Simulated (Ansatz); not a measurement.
Al2O3:
```xyz
10
Lattice="4.8349 -2.7552 0.0000 4.8349 2.7552 0.0000 0.0000 0.0000 4.9296" Properties=species:S:1:pos:R:3 pbc="T T T"
Al     8.0446    -0.8853     2.1281
Al     1.6252     0.8853     4.5929
Al     1.6252    -0.8853     2.1281
Al     8.0446     0.8853     4.5929
O      4.8349    -1.5483     4.8761
O      4.8349     1.5483     2.4113
O      7.5316    -0.6603     0.4318
O      2.1382     0.6603     2.8966
O      2.1382    -0.6603     0.4318
O      7.5316     0.6603     2.8966
```

Relaxed with r²SCAN.

Map the electron localisation function on the plane through (0.007, 0.329, 0.932) spanned by u = [1, 1, 1] and v = [1, -1, 1] in lattice vectors, from plane-wave PAW r²SCAN (Ansatz code).

x is the fraction of u, y of v (the angle between them is 72°; rows are the nearest grid lines); atoms in the plane: Al at (0.00, 0.00), Al at (0.50, 0.50), O at (0.11, 0.54), O at (0.61, 0.04).
```
|   .:::..   :=+**+: #@@%#@@%=  :+*##+   |
|   +###*=.   :-==-. .#@@@@@#=   :===-   |
|   +%%%#*-   .:::..  :#%@%%*=   .:::.   |
|  .-*%%%#+.       .-.  .-==-.           |
|   .=*#%#+:      .-**=.  ...            |
|     :=++-.      :*%@@%=.               |
|  ..   ..        :*%@@@#=.              |
|.:==-:.     .::  .+%@@@%+.             .|
|=#%@@%#=. .:=+++:.:*@@%#+.     .:::   .=|
|+%@@@@@#- .-+*##+. -@@%*-.    .:-=-.  .+|
|+%@%=*@@#: :+##%%+  :=-.      .-++++:  +|
|-%@@*+%@%=  -+##%+     ....   .-+***+. -|
|.#@@@%@@%=  :=*##+    :-=--.   :=+**+: .|
|  =%@@@%#=.  .---:    +%%%#+:   :---:.  |
|.   -+++=:           .=#%%%#+.       ...|
|*=.  .:::.            :+#%%#+:       :=*|
|@@@#-                  .-+*+-.      :+%@|
|@@@%+.                  .:==:       :*%@|
|@@@@#=.             .::..      ...  .+%@|
|@@@@#+.     ..:.   .*%%%#+:   :-++-. :#@|
|%@@%#=.     .--:.  .#@@@@%+: .-+***-..+%|
|.+*+:.     .-=++=. .%@%*#@@*. :+##%%=  .|
|  :..      .-+**+-  %@%-=%@#: .+*#%%+   |
|   .:::..   :=+**+: #@@%#@@%=  :+*##+   |
```
Scale: ten equal steps from 0.001 (start of ' ') to 0.852 (end of '@'), in the order ' .:-=+*#%@'; x runs from 0.000 to 1.00, y from 0.000 (bottom) to 1.00 (top).

The density is the valence pseudo-density with augmentation charge, so density and ELF within about 1 Å of a nucleus are not all-electron values.

Space group Cmc2_1. The first step of the workflow began from a Materials Project structure, measured or hypothetical; the Crystallography Open Database copy checked does not list it. It is not the phase usual at ambient conditions (space group No. 167). The cell was relaxed with r²SCAN under the symmetry of its start; whether a distortion lowers the energy is not shown.

Potentials: the later of the program's two PAW sets.
